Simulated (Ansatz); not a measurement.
NaH (rock salt)

```
CELL_PARAMETERS angstrom
      0.00000     2.39576     2.39576
      2.39576     0.00000     2.39576
      2.39576     2.39576     0.00000
ATOMIC_POSITIONS crystal
  Na 0.00000 0.00000 0.00000
  H  0.50000 0.50000 0.50000
```

The slice is a {110} plane (indices of the conventional cell) through the point (0.000, 0.000, 0.000) (fractional), spanned by u = [100] and v = [1 -1 -1] in vectors of this cell: u (3.39 Å) and v (4.79 Å, at 90° to u). It covers one period; positions are fractions (u, v).

Computed with PBEsol (plane waves to 420 eV, PAW, scalar-relativistic; Ansatz, a program for electronic structure). k mesh 12×12×12. These are valence fields of a PAW run, semicore shells included where kept as valence: close to a nucleus they are smooth pseudo fields. NaH was relaxed with its symmetry unable to fall.

Task: What is the valence density on the shortest Na–H line in this plane (2.40 Å), at its midpoint?

Result: 0.08 e/Å³.

Task: Sketch the electrostatic potential energy of an electron, from the cell's mean on this plane as a map.

Result: 
| v \ u | 0.00 | 0.14 | 0.29 | 0.43 | 0.57 | 0.71 | 0.86 |
|---|---|---|---|---|---|---|---|
| 0.90 | x | x | 0.2 | 3.3 | 3.3 | 0.3 | x |
| 0.80 | x | 0.4 | 2.6 | 3.7 | 3.7 | 2.6 | 0.4 |
| 0.70 | x | 3.9 | 4.1 | 3.9 | 3.9 | 4.1 | 3.9 |
| 0.60 | x | x | 4.5 | 3.8 | 3.8 | 4.5 | x |
| 0.50 | x | x | x | 3.7 | 3.7 | x | x |
| 0.40 | x | x | 4.5 | 3.8 | 3.8 | 4.5 | x |
| 0.30 | x | 3.9 | 4.1 | 3.9 | 3.9 | 4.1 | 3.9 |
| 0.20 | x | 0.4 | 2.6 | 3.7 | 3.7 | 2.6 | 0.4 |
| 0.10 | x | x | 0.3 | 3.3 | 3.3 | 0.2 | x |
| 0.00 | x | x | x | 3.1 | 3.1 | x | x |

Values: electrostatic potential energy of an electron, from the cell's mean, in eV. Points within 1 Å of a nucleus are blanked (x), as the pseudised field means little there. The zero, the cell's mean, hangs on the PAW cores.
